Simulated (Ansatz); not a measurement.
Crystals of one structure type (CsCl type) and one family of elements, relaxed and computed with the program Ansatz at the LDA level (PAW).

| crystal | K_Hill (GPa) | G_Hill (GPa) |
|---|---|---|
| ZrRu | 209 | 84.4 |
| TiFe | 226 | 99.4 |
| HfRu | 226 | 104 |
| ZrOs | 235 | ? |
| TiRu | 249 | 117 |
| HfOs | 252 | 126 |
| TiOs | 280 | 145 |

Task: Fit a straight line to ln G against ln K and predict the withheld value.

Result: Least squares on the 6 shown rows: ln G = 1.82 × ln K + (-5.260), with a scatter of 3 %. For ZrOs this gives 107. The run itself gave 107, within the scatter.

Standing as an ambient phase not checked: ZrRu, CsCl type; TiFe, CsCl type; HfRu, CsCl type; ZrOs, CsCl type; TiRu, CsCl type; HfOs, CsCl type; TiOs, CsCl type. All cells were relaxed under the symmetry of their starts (and spin orders); stability against distortions was not tested throughout. Rows with no word on spin ran without spin polarisation. Scalar-relativistic: spin–orbit coupling is off unless named, which matters more the heavier the elements.

Potentials: the later of the program's two PAW sets.
